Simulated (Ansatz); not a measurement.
**LiSi2 (P-3m1)**

The calculation used DFT PBE, scalar-relativistic, plane waves, PAW (Ansatz).

Cutoff 420 eV; k points 12×12×10 on the computed 3-atom cell (Γ-centred); Gaussian smearing, width 0.10 eV; no spin polarisation.

The structure is relaxed at this level of theory with its symmetry kept, and needn't be the ground state of this composition.

```cif
data_structure
_symmetry_space_group_name_H-M 'P-3m1'
_symmetry_Int_Tables_number 164
_cell_length_a 3.8106
_cell_length_b 3.8106
_cell_length_c 4.4235
_cell_angle_alpha 90.000
_cell_angle_beta 90.000
_cell_angle_gamma 120.000
_cell_volume 55.63
loop_
_atom_site_label
_atom_site_type_symbol
_atom_site_symmetry_multiplicity
_atom_site_Wyckoff_symbol
_atom_site_fract_x
_atom_site_fract_y
_atom_site_fract_z
_atom_site_occupancy
Li1 Li 1 a 0.00000 0.00000 0.00000 1
Si1 Si 2 d 0.33333 0.66667 0.58959 1
```

```json
{"Space group": "P-3m1 (No. 164)", "Volume per atom": "18.54 Å³", "Formation energy from the elements' standard states (uncorrected)": "+0.057 eV/atom", "Kohn–Sham band gap": "none (metal)", "Density of states at the Fermi level": "1.3 states/eV per cell", "Orbital (Löwdin) character within 0.5 eV of the Fermi level": "Si 3p 76 %, Li 2s 9 %, Si 3s 8 %, unprojected 7 %", "Bader charge by site (e)": "Li (1 in the cell) 0.87, Si (2 in the cell) -0.43"}
```

The cell was found from a structure generator's guess, not taken from experiment. Löwdin shares on free-atom orbitals overweight diffuse shells.
